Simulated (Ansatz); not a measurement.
Nb2O5:
```yaml
crystal:
  lattice:
    - [6.44735, 1.91194, 0.00000]
    - [-6.44735, 1.91194, 0.00000]
    - [-0.04938, 0.00000, 3.98262]
  atoms:
    - { symbol: Nb, position: [0.85364, 0.14636, 0.93346] }
    - { symbol: Nb, position: [0.14636, 0.85364, 0.06654] }
    - { symbol: O, position: [0.85122, 0.14878, 0.48797] }
    - { symbol: O, position: [0.14878, 0.85122, 0.51203] }
    - { symbol: O, position: [0.00000, 0.00000, 0.00000] }
    - { symbol: O, position: [0.68479, 0.31521, 0.00395] }
    - { symbol: O, position: [0.31521, 0.68479, 0.99605] }
```

Relaxed with r²SCAN.

Problem. Map the valence electron density (e/Å³), cut off at 3 on the plane through (0.854, 0.146, 0.933) spanned by u = [0, 0, 1] and v = [1, -1, 0] in lattice vectors, from DFT-r²SCAN in the program Ansatz with PAW potentials.

Solution. x is the fraction of u, y of v (the angle between them is 91°; rows are the nearest grid lines); atoms in the plane: Nb at (0.00, 0.00), Nb at (0.13, 0.29), O at (0.55, 1.00), O at (0.58, 0.30), O at (0.07, 0.15), O at (0.07, 0.83), O at (0.06, 0.46).
```
y \ x   0.000  0.100  0.200  0.250  0.350  0.450  0.550  0.650  0.750  0.800  0.900   1.00
------  -----  -----  -----  -----  -----  -----  -----  -----  -----  -----  -----  -----
1.00     3.00   3.00   1.65  0.651  0.838   3.00   3.00   3.00   1.52   1.81   3.00   3.00
0.925   0.716  0.498  0.209  0.141  0.133  0.247  0.362  0.300  0.201  0.203  0.427  0.716
0.850    3.00   3.00   2.25  0.905  0.155  0.035  0.018  0.023  0.077  0.176   1.05   3.00
0.775   0.820  0.999  0.488  0.274  0.076  0.025  0.015  0.017  0.040  0.077  0.296  0.820
0.700   0.023  0.025  0.020  0.016  0.010  0.006  0.005  0.004  0.006  0.008  0.015  0.023
0.625   0.015  0.015  0.011  0.009  0.005  0.003  0.002  0.003  0.005  0.007  0.011  0.015
0.550   0.149  0.158  0.095  0.062  0.024  0.011  0.010  0.012  0.024  0.035  0.084  0.149
0.450    3.00   3.00   2.25  0.856  0.139  0.031  0.017  0.025  0.096  0.222   1.40   3.00
0.375   0.359  0.536  0.395  0.270  0.151  0.185  0.236  0.197  0.120  0.105  0.164  0.359
0.300    3.00   3.00   3.00   3.00   1.54   3.00   3.00   3.00   1.41  0.664  0.840   3.00
0.225   0.695   1.24  0.907  0.565  0.250  0.308  0.420  0.328  0.171  0.140  0.242  0.695
0.150    3.00   3.00   2.67  0.995  0.156  0.034  0.016  0.024  0.087  0.206   1.37   3.00
0.0750   1.01  0.864  0.370  0.219  0.120  0.182  0.267  0.241  0.189  0.215  0.521   1.01
0.000    3.00   3.00   1.65  0.651  0.838   3.00   3.00   3.00   1.52   1.81   3.00   3.00
```

The density is the valence pseudo-density with augmentation charge, so density and ELF within about 1 Å of a nucleus are not all-electron values.

Space group C2/m. The workflow started from a Materials Project entry (that database holds measured and hypothetical structures alike); the Crystallography Open Database copy checked does not list it. COD files the formula under space group No. 3, 15, 139, so this cell is another polymorph or a model. Whether it is the stable phase at ambient conditions was not checked. Symmetry was held in the r²SCAN relaxation; whether a distortion lowers the energy is not shown. No spin polarisation was allowed.

Potentials: the later of the program's two PAW sets.
